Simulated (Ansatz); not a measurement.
Rb:
```xyz
1
Lattice="-2.8354 2.8354 2.8354 2.8354 -2.8354 2.8354 2.8354 2.8354 -2.8354" Properties=species:S:1:pos:R:3 pbc="T T T"
Rb     0.0000     0.0000     0.0000
```

Relaxed with PBE. Special points in fractions of this cell's reciprocal vectors: Γ (0.000, 0.000, 0.000); H (0.500, -0.500, 0.500); N (0.000, 0.000, 0.500); P (0.250, 0.250, 0.250).

**Question.** List the band energies nearest the Fermi level at these points for PBE in the plane-wave PAW code Ansatz.

**Answer.** In eV from the Fermi level; about four levels below and three above (degenerate sets whole), none deeper than 8.9 eV; points with the same levels are listed once.

| k | below | above |
|---|---|---|
| Γ | -1.97 | 3.67 3.67 3.67 |
| H | – | 1.26 1.26 3.24 3.24 3.24 |
| N | – | 0.24 0.78 2.58 |
| P | – | 1.29 1.29 1.29 |

Space group Im-3m (bcc (W type)). The PBE relaxation kept the symmetry of its start. Scalar-relativistic: spin–orbit coupling is off unless named, which matters more the heavier the elements.

Potentials: the later of the program's two PAW sets.
